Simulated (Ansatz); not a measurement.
Zone-centre phonons of TiRh: input and output

The calculation used DFT LDA, scalar-relativistic, plane waves, PAW in Ansatz 0.2.0.

Launched with:
```bash
ansatz run input.yaml --threads 1 --pin off --max-ram 3072MiB --backend cpu --events-out ev --progress --plain --runs-dir out
```

Input (bare energies are in eV):
```yaml
crystal:
  lattice:
    - [2.9018926595, 0.0, 0.0]
    - [0.0, 2.9018926595, 0.0]
    - [0.0, 0.0, 3.3451473721]
  atoms:
    - { symbol: Ti, position: [0.5, 0.5, 0.5] }
    - { symbol: Rh, position: [0.0, 0.0, 0.0] }
basis:
  ecutwfc: 420
kpoints:
  mp_grid: { grid: [14, 14, 12] }
hamiltonian:
  xc: lda
scf:
  occupations: { method: fermi_dirac, width: 0.15 }
output:
  eigenvalues: true
phonons:
  method: dfpt
  eigenvectors: true
```

Results section of the output:
```
--- Phonons (Γ-DFPT): 4 representative perturbations + reference, on 448 of 2352 k-points (Σ response iterations 12) ---
  k mesh reduced under 8 symmetry operations, with k and −k counted as one. Each operation leaves every solved displacement unchanged or reverses it
  ASR residual: 2.530e-3 → 0.000e0 eV/Å²; symmetrization residual: 3.264e-6 eV/Å²
  ASR residual per site (eV/Å²): 2.53e-3 7.82e-4
  Γ frequencies (cm⁻¹): 0.00 0.00 0.00 187.86 187.86 202.97
  non-analytic LO–TO correction: not included (Born effective charges unavailable; polar crystals: no LO–TO splitting at Γ)
```

The run took 99 s on 1 thread of Arm Neoverse V1 (shared host), peak memory 1 GiB.

In a metal, frequencies and elastic constants depend on the k mesh and the smearing, soft modes and shear constants most.